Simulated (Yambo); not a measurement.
Material: KLuS2 (space group R-3m, No. 166); a = b = c = 7.578 Å, α = β = γ = 29.88° (4 atoms in the cell). Cell and atoms were relaxed with PBEsol from Materials Project entry mp-1007636, within its symmetry.

With PBEsol (Quantum ESPRESSO, PseudoDojo norm-conserving, 100 Ry, without SOC), the gap between the mesh's edge points (Γ → F) is 2.100 eV.

Question: By how much does one-shot G0W0 (Yambo; 4×4×4 Γ-centred k mesh, bands 2 to 111 and a 6 Ry block in the screening, 111 bands in G with the Bruneval-Gonze terminator, plasmon pole fitted at 27.2 eV) open this gap, and what gap results?

Answer: The correction is 1.251 eV, giving 3.351 eV, 1.6 times the PBEsol value.  Convergence of the G0W0 settings was not tested. The 4f states are in the valence at their DFT position.
